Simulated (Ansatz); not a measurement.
NbN (rock salt)

```yaml
crystal:
  lattice:
    - [0.00000, 2.19004, 2.19004]
    - [2.19004, 0.00000, 2.19004]
    - [2.19004, 2.19004, 0.00000]
  atoms:
    - { symbol: N, position: [0.00000, 0.00000, 0.00000] }
    - { symbol: Nb, position: [0.50000, 0.50000, 0.50000] }
```

The slice is a {110} plane (indices of the conventional cell) through the point (0.000, 0.000, 0.000) (fractional), spanned by u = [100] and v = [1 -1 -1] in vectors of this cell: u (3.10 Å) and v (4.38 Å, at 90° to u). It covers one period; positions are fractions (u, v).

The numbers are results of PBEsol (plane waves to 420 eV, PAW, scalar-relativistic; Ansatz, a program for electronic structure), not measurements. k mesh 18×18×18. Inside the PAW spheres the values are not all-electron values, and peaks at nuclei hang on which shells count as valence. NbN is run without spin polarisation. NbN was relaxed with its symmetry unable to fall. This is a high-temperature form of NbN.

What is the ELF at the density minimum of the shortest N–Nb line in this plane (2.19 Å)?

0.2.

What is the valence density on the shortest N–Nb line in this plane (2.19 Å), at its minimum between the atoms?

0.55 e/Å³.

Sketch the electrostatic potential energy of an electron, from the cell's mean on this plane as a map.


| v \ u | 0.00 | 0.14 | 0.29 | 0.43 | 0.57 | 0.71 | 0.86 |
|---|---|---|---|---|---|---|---|
| 0.90 | x | x | 12.5 | 12.7 | 12.7 | 12.4 | x |
| 0.80 | x | 10.3 | 13.2 | 13.8 | 13.8 | 13.2 | 10.2 |
| 0.70 | x | <6.0 | 8.8 | 13.3 | 13.3 | 8.8 | <6.0 |
| 0.60 | x | x | <6.0 | 11.4 | 11.4 | <6.0 | x |
| 0.50 | x | x | x | 10.1 | 10.1 | x | x |
| 0.40 | x | x | <6.0 | 11.4 | 11.4 | <6.0 | x |
| 0.30 | x | <6.0 | 8.8 | 13.3 | 13.3 | 8.8 | <6.0 |
| 0.20 | x | 10.2 | 13.2 | 13.8 | 13.8 | 13.2 | 10.3 |
| 0.10 | x | x | 12.4 | 12.7 | 12.7 | 12.5 | x |
| 0.00 | x | x | x | 11.9 | 11.9 | x | x |

Values: electrostatic potential energy of an electron, from the cell's mean, in eV. Points within 0.9 Å of a nucleus are blanked (x), as the pseudised field means little there. Values under 6 eV are set to 6. The zero, the cell's mean, hangs on the PAW cores.
